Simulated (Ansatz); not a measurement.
Values for one crystal, relaxed and computed with the program Ansatz at the r²SCAN level (PAW); other levels are named.

| Property | Value |
|---|---|
| Volume per atom | 17.02 Å³ |
| Electronic character | metallic (no gap) |
| Pressure derivative B′ | 3.5 |
| Zone-centre stability | no imaginary mode at Γ |
| Poisson's ratio | 0.26 |
| Bulk modulus (Birch–Murnaghan fit) | 118 GPa |
| Debye temperature from the elastic constants | 494 K |

Question: Which of these materials gives this?
(A) Zr, P6/mmm (Zr on 1a, Zr on 2d)
(B) Ti, P6/mmm (Ti on 1a, Ti on 2d)
(C) Bi, P4/nmm (Bi on 2c)
(D) Mg, P6/mmm (Mg on 1a, Mg on 2d)

Answer: B, Ti, P6/mmm (Ti on 1a, Ti on 2d)

This is a known high-pressure phase of the composition, computed here at zero pressure and temperature. Symmetry was held in the r²SCAN relaxation. No spin polarisation was allowed. As this level gives no gap, shear constants depend on the k-mesh and smearing (Fermi–Dirac, 0.1 eV here).

Potentials: the earlier of the program's two PAW sets. The files were generated under PBE; for other functionals the program regenerates the frozen cores, and for LDA and PBEsol the local potential too.
